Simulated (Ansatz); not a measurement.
LaSi₂Pt₂:
```cif
data_LaPt2Si2
_chemical_formula_sum 'Si2 Pt2 La1'
_space_group_name_H-M_alt 'P 1'
_space_group_IT_number 1
_cell_length_a 5.82712
_cell_length_b 5.82712
_cell_length_c 5.82712
_cell_angle_alpha 136.740
_cell_angle_beta 136.740
_cell_angle_gamma 62.838
loop_
_space_group_symop_operation_xyz
  'x, y, z'
loop_
_atom_site_label
_atom_site_type_symbol
_atom_site_fract_x
_atom_site_fract_y
_atom_site_fract_z
_atom_site_occupancy
Si1 Si 0.37557 0.37557 0.00000 1
Si2 Si 0.62443 0.62443 0.00000 1
Pt1 Pt 0.75000 0.25000 0.50000 1
Pt2 Pt 0.25000 0.75000 0.50000 1
La1 La 0.00000 0.00000 0.00000 1
```

Relaxed with r²SCAN.

Problem. Tabulate the valence density and the electron localisation function along the shortest Si–Si contact (2.48 Å), the program Ansatz at the r²SCAN level (PAW).

Solution. 

| distance from Si (Å) | density (e/Å³) | ELF |
|---|---|---|
| 0.25 | 0.09 | 0.31 |
| 0.37 | 0.17 | 0.26 |
| 0.49 | 0.28 | 0.37 |
| 0.62 | 0.38 | 0.57 |
| 0.74 | 0.45 | 0.73 |
| 0.87 | 0.47 | 0.81 |
| 0.99 | 0.46 | 0.84 |
| 1.11 | 0.45 | 0.84 |
| 1.24 | 0.45 | 0.84 |
| 1.36 | 0.45 | 0.84 |
| 1.49 | 0.46 | 0.84 |
| 1.61 | 0.47 | 0.81 |
| 1.73 | 0.45 | 0.73 |
| 1.86 | 0.38 | 0.57 |
| 1.98 | 0.28 | 0.37 |
| 2.10 | 0.17 | 0.26 |
| 2.23 | 0.09 | 0.31 |

The density is the valence pseudo-density with augmentation charge, so density and ELF within about 1 Å of a nucleus are not all-electron values.

Space group I4/mmm. The workflow started from an entry of the Crystallography Open Database (COD). Whether it is the stable phase at ambient conditions was not checked. The r²SCAN relaxation kept the symmetry of its start; its stability against distortions is not shown here. No spin polarisation was allowed. Scalar-relativistic: spin–orbit coupling is off unless named, which matters more the heavier the elements.

Potentials: the later of the program's two PAW sets.
